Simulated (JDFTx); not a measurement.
Input for a modified build of JDFTx: Mg (SMILES [Mg+2]), charge +2, multiplicity 1, CANDLE, water, 2 M NaCl; lengths in bohr, energies in hartree. JDFTx counts charge in electrons: elec-initial-charge is the number of excess electrons. The run starts from orbitals saved by an earlier run of the same system.

```
lattice \
  14.1729459347 0.0000000000 0.0000000000 \
  0.0000000000 14.1729459347 0.0000000000 \
  0.0000000000 0.0000000000 14.1729459347
coords-type Cartesian
ion Mg 0.0000000000 0.0000000000 0.0000000000 0
ion-species pseudo/mg_pbe_v1.4.upf
elec-cutoff 15 75
elec-ex-corr gga-PBE
symmetries none
elec-n-bands 4
elec-initial-charge -2
electronic-minimize nIterations 150 energyDiffThreshold 1e-7
fluid LinearPCM
pcm-variant CANDLE
fluid-solvent H2O
fluid-cation Na+ 2
fluid-anion Cl- 2
fluid-minimize nIterations 400 knormThreshold 1e-11
wavefunction read s0.wfns
dump-name s1.$VAR
dump End State Ecomponents EigStats BandEigs Forces ElecDensity IonicPositions FluidDebug
```

The log closes as follows.

```
[...]
ElecMinimize: Iter:   3  Etot: -62.494365056994795  |grad|_K:  1.660e-06  alpha:  3.380e-01  linmin: -2.819e-03
ElecMinimize: Iter:   4  Etot: -62.494365085059208  |grad|_K:  3.890e-07  alpha:  3.231e-01  linmin: -5.285e-06
ElecMinimize: Iter:   5  Etot: -62.494365086597185  |grad|_K:  7.084e-08  alpha:  3.225e-01  linmin: -1.677e-04
ElecMinimize: Converged (|Delta Etot|<1.000000e-07 for 2 iters).

# Ionic positions in cartesian coordinates:
ion Mg   0.000000000000000   0.000000000000000   0.000000000000000 0

# Forces in Cartesian coordinates:
force Mg  -0.000000000667508   0.000000000001761   0.000000001148007 0

# Energy components:
   A_diel =       -0.3397408001556632
   Eewald =      -10.0095544446197291
       EH =       35.7610502226518037
     Eloc =      -94.0754833965208803
      Enl =        6.6262502290726593
      Exc =       -7.9602239043306096
       KE =        7.4940433225415415
  MuShift =        0.0092936847636905
-------------------------------------
     Etot =      -62.4943650865971847


	eMin: -2.930995 at state 0 ( [ +0.000000 +0.000000 +0.000000 ] spin 0 )
	HOMO: -1.706752 at state 0 ( [ +0.000000 +0.000000 +0.000000 ] spin 0 )
```

The run took 6 electronic cycles (a count that differs between repeats, as do the digits past 10⁻⁶ Ha); the highest occupied level lies at -46.44 eV from the bulk liquid; the total lies -20.07 eV from the vacuum run at this geometry. The continuum can't coordinate to the solute or react with it.
